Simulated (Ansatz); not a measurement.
Mg:
```xyz
1
Lattice="3.0723 0.0000 0.0000 -1.5362 2.6607 0.0000 0.0000 0.0000 3.0566" Properties=species:S:1:pos:R:3 pbc="T T T"
Mg     0.0000     0.0000     0.0000
```

Relaxed with PBEsol.

**Question.** List the phonon frequencies at the special points (DFPT on a 5×5×4 q-mesh, Fourier-interpolated; plane-wave PAW PBEsol (Ansatz code)).

**Answer.** In cm⁻¹.

```
q    frequencies
-  -------------
Γ          0 0 0
M   118i 156 260
K   129i 220 220
A  110i 110i 224
L    131 217 255
H    212 212 217
```

Space group P6/mmm (simple hexagonal). The first step of the workflow began from a Materials Project structure, measured or hypothetical; the Crystallography Open Database copy checked does not list it. It is not the phase usual at ambient conditions (space group No. 194). The cell was relaxed with PBEsol under the symmetry of its start. At this level the phase is dynamically unstable (imaginary phonons). As this level gives no gap, phonon frequencies hold no LO–TO term and depend on the k-mesh and smearing (Fermi–Dirac, 0.1 eV here).

Potentials: the earlier of the program's two PAW sets.
